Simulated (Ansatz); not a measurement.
An element in the fcc structure gives these cold pressures by all-electron LAPW under PBE (Ansatz 0.2.0, scalar-relativistic, no spin polarisation).

```json
{"V (Å³/atom)": "16.50", "P (GPa)": "-0.01"}
{"V (Å³/atom)": "14.85", "P (GPa)": "10.22"}
{"V (Å³/atom)": "13.20", "P (GPa)": "28.3"}
{"V (Å³/atom)": "11.55", "P (GPa)": "60.3"}
{"V (Å³/atom)": "9.90", "P (GPa)": "118.3"}
{"V (Å³/atom)": "8.25", "P (GPa)": "229.7"}
{"V (Å³/atom)": "6.60", "P (GPa)": "466.8"}
```

**Question.** Which element is it?

**Answer.** Al. Its zero-pressure volume in this structure is near 16.5 Å³/atom; the volume and the steepness of P(V) together point to it, though neighbours can come close. This is the case that was computed; others weren't tested.
